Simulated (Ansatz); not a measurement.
Level of theory: DFT PBE, scalar-relativistic, plane waves, PAW (Ansatz 0.2.0). The final run on the 10-atom cell used 420 eV, a Γ-centred 14×14×14 mesh, 0.02 eV smearing and no spin polarisation.

Formation energies are uncorrected and refer to the elements' standard structures at the same level (N₂ as a molecule).

Problem. Give a relaxed trial structure of a tetragonal semiconductor with formula Al3Ga2N5, with a gap near 2.1 eV, a formation energy near −0.68 eV/atom and a density near 5.38 g/cm³, in a cell of 10 atoms.

Solution. Al3Ga2N5, space group I4/mmm (No. 139). Al on a site of symmetry 4mm has 6 N at 2.02–2.08 Å; around Al on a site of symmetry 4/mmm lie 6 N at 2.01–2.07 Å; around Ga lie 6 N at 2.07–2.20 Å; around N on a site of symmetry 4mm lie 5 Ga at 2.07–2.20 Å and 1 Al at 2.08 Å; 2 more sites not described.

```xyz
10
Lattice="-1.4667 1.4667 10.4175 1.4667 -1.4667 10.4175 1.4667 1.4667 -10.4175" Properties=species:S:1:pos:R:3 pbc="T T T"
Al    0.0000    0.0000   12.4353
Al    0.0000    0.0000    8.3996
Al    0.0000    0.0000    0.0000
Ga    0.0000    0.0000    4.1235
Ga    0.0000    0.0000   16.7114
N     0.0000    0.0000   14.5153
N     0.0000    0.0000    6.3197
N     0.0000    0.0000   18.8281
N     0.0000    0.0000   10.4175
N     0.0000    0.0000    2.0068
```

- Volume per atom: 8.96 Å³
- Density: 5.38 g/cm³
- Formation energy: −0.682 eV/atom
- Gap on the 14×14×14 mesh of the 10-atom cell: 2.09 eV

The cell was found from a structure generator's guess, not taken from experiment. Other answers may fit too; this one was computed.

Kohn–Sham gaps at this level usually fall short of measured ones. A structure relaxed within its symmetry needn't be a true minimum.
